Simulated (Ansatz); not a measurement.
Ta3Si in space group Fm-3m (No. 225; Si on 4a, Ta on 4b, Ta on 8c) under volume change, PBE (plane waves, PAW; program Ansatz), scaled uniformly.

```csv
V (Å³/atom),E − E(relaxed) (meV/atom),P (GPa)
15.337,97.2,22.25
15.843,40.9,13.66
16.348,9.7,6.29
16.854,0.0,0.00
17.360,8.7,-5.40
17.865,33.0,-9.84
18.371,70.2,-13.72
```

### Question
What does a third-order Birch–Murnaghan fit give for V₀, B₀ and B′?

### Answer
V₀ = 16.85 Å³/atom, B₀ = 192 GPa, B′ = 4.4.

The cell is a constructed one: a structure type filled with these elements; neither database checked (COD, Materials Project) lists it. Whether it is the stable phase at ambient conditions was not checked. The PBE relaxation kept the symmetry of its start; whether a distortion lowers the energy is not shown. No spin polarisation was allowed. Scalar-relativistic: spin–orbit coupling is off unless named, which matters more the heavier the elements.

Potentials: the later of the program's two PAW sets.
